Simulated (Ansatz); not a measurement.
## Eigenvalues along a path: ScAl

```xyz
2
Lattice="3.1926 0.0000 0.0000 0.0000 3.1926 0.0000 0.0000 0.0000 3.1926" Properties=species:S:1:pos:R:3 pbc="T T T"
Sc    1.5963    1.5963    1.5963
Al    0.0000    0.0000    0.0000
```

The base volume is that of a database entry, with shape and atoms relaxed on PAW files at held volume, so it needn't be at zero pressure; the structure needn't be the stable phase, at rest or compressed.

Level of theory: DFT with LDA, scalar-relativistic, in Ansatz 0.2.0; a Γ-centred 11×11×11 k mesh, Fermi–Dirac smearing of 0.05 eV, no spin polarisation. PAW: frozen-core files, cutoff 420 eV.

This run: volume at 0.85 of the series' base cell.

The PAW files were made under PBE.

Path points, in fractions of the reciprocal vectors: Γ (0.000, 0.000, 0.000), X (0.000, 0.500, 0.000), M (0.500, 0.500, 0.000), R (0.500, 0.500, 0.500). The distance column jumps between branches of the path. Levels in eV from the Fermi level; bands 5 to 9, counted from the lowest band of the run. The gap is zero, the pressure 11.35 GPa.

```
# k(1/Å) point b5 b6 b7 b8 b9
0.000 Γ -9.00 -0.97 -0.97 3.16 3.16
0.164 - -8.88 -1.04 -0.91 2.79 2.79
0.328 - -8.54 -1.35 -0.74 2.19 2.19
0.492 - -8.00 -2.03 -0.48 1.65 1.65
0.656 - -7.27 -3.02 -0.18 1.22 1.22
0.820 - -6.41 -4.10 0.07 0.96 0.96
0.984 X -5.74 -4.85 0.18 0.87 0.87
1.148 - -5.70 -4.73 0.22 0.63 0.92
1.312 - -5.60 -4.37 0.07 0.32 1.04
1.476 - -5.44 -3.81 -0.59 0.35 1.23
1.640 - -5.27 -3.09 -1.18 0.13 1.44
1.804 - -5.12 -2.29 -1.58 -0.41 1.61
1.968 M -5.06 -1.73 -1.73 -0.90 1.68
2.200 - -5.23 -2.36 -1.69 -0.10 1.64
2.432 - -6.01 -2.36 -1.56 0.60 1.60
2.664 - -7.12 -1.63 -1.39 0.88 1.71
2.896 - -8.11 -1.19 -1.00 1.35 2.06
3.128 - -8.77 -1.03 -0.92 2.43 2.66
3.360 Γ -9.00 -0.97 -0.97 3.16 3.16
3.644 - -8.66 -0.98 -0.98 2.16 2.68
3.928 - -7.70 -1.05 -1.05 0.91 1.85
4.212 - -6.35 -1.42 -1.42 0.32 1.43
4.496 - -4.94 -2.13 -2.13 0.79 1.80
4.780 - -3.68 -2.73 -2.73 1.35 2.51
5.064 R -2.95 -2.95 -2.95 0.29 3.55
5.296 - -3.46 -2.84 -2.79 1.08 2.62
5.528 - -4.29 -2.70 -2.32 1.46 1.83
5.760 - -4.97 -3.12 -1.56 1.09 1.35
5.992 - -5.42 -3.95 -0.58 0.57 1.35
6.224 - -5.66 -4.61 0.27 0.40 0.99
6.456 X -5.74 -4.85 0.18 0.87 0.87
7.847 R -2.95 -2.95 -2.95 0.29 3.55
8.011 - -3.22 -2.89 -2.89 0.72 2.76
8.175 - -3.76 -2.70 -2.70 1.62 1.73
8.339 - -4.30 -2.42 -2.42 0.59 2.58
8.503 - -4.71 -2.10 -2.10 -0.21 2.14
8.667 - -4.97 -1.84 -1.84 -0.72 1.81
8.831 M -5.06 -1.73 -1.73 -0.90 1.68
```
